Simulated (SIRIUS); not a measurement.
A self-consistent single point of a (001) slab of CsPbBr3 (cut from a parent of space group no. 221; 10 atoms in the cell).

```xyz
10
Lattice="5.9486 0.0000 0.0000 0.0000 5.9486 0.0000 0.0000 0.0000 20.9229" Properties=species:S:1:pos:R:3 pbc="T T T"
Cs     0.0000     0.0000     8.9743
Cs     0.0000     0.0000    14.9229
Pb     2.9743     2.9743     6.0000
Pb     2.9743     2.9743    11.9486
Br     2.9743     2.9743     9.1243
Br     0.0000     2.9743     6.0000
Br     2.9743     0.0000     6.0000
Br     2.9743     2.9743    14.9229
Br     0.0000     2.9743    11.9486
Br     2.9743     0.0000    11.9486
```

Level of theory: LDA (PW92), PseudoDojo 0.4 standard norm-conserving LDA (tails mended) pseudopotentials (plane waves; SIRIUS).

SIRIUS settings:

- parameters.ngridk: 2 2 1
- parameters.xc_functionals: [XC_LDA_X, XC_LDA_C_PW]
- parameters.gk_cutoff: 7.483 1/bohr
- parameters.pw_cutoff: 14.967 1/bohr
- parameters.smearing: fermi_dirac
- parameters.smearing_width: 0.00367493 Ha
- potentials: PseudoDojo 0.4 standard norm-conserving LDA (tails mended) pseudopotentials
- parameters.electronic_structure_method: pseudopotential
- parameters.num_bands: 53
- parameters.num_mag_dims: 0
- parameters.num_dft_iter: 100
- parameters.energy_tol: 1e-07 Ha
- parameters.density_tol: 1e-06
- mixer.type: anderson
- mixer.beta: 0.7
- mixer.use_hartree: false

Results:

```
Quantity                                                  Value
------------------------------------------------  -------------
Number of valence electrons                                  88
Number of bands                                              53
Number of k-points after the program's reduction              3
Number of plane waves (most at a k-point)                 35394
Number of SCF iterations                                     34
FFT grid                                          60 × 60 × 192
Free energy E − TS                                -7686.3202 eV
Top of the valence band (on the code's own zero)       -0.53 eV
Gap on the k-point mesh                                 1.59 eV
Pressure averaged over the cell with its vacuum       -0.78 GPa
Largest force (vector length)                        1.179 eV/Å
```

Forces (eV/Å):
```tsv
atom	Fx	Fy	Fz
Cs1	0.000	0.000	-0.028
Cs2	0.000	0.000	-0.529
Pb3	0.000	0.000	0.578
Pb4	0.000	0.000	0.653
Br5	0.000	0.000	-1.179
Br6	0.000	0.000	0.259
Br7	0.000	0.000	0.259
Br8	0.000	0.000	-0.122
Br9	0.000	0.000	0.054
Br10	0.000	0.000	0.054
```

Gaps are taken between levels on the mesh.

For comparison: a first run was changed to give this one (atom 5 moved by +0.15 angstrom along z), and from it to this one the free energy goes up by 12.8 meV/atom, the largest force goes from 0.540 to 1.179 eV/Å and the gap on the mesh goes from 1.873 to 1.595 eV.

Spin-orbit coupling is left out, which matters for bands and gaps with elements this heavy. Forces above 1 eV/Å remain at this geometry. No dipole correction was used; where the two faces of such a cut differ, images can couple through a dipole. The bare cut can leave dangling bonds, and the run has no spin polarisation, so a lower magnetic or reconstructed surface may exist.

Cost on one core: around 6 core-minutes (rough).

“Tails mended”: in these copies of the files the far tail of each local potential was reset to the Coulomb form.
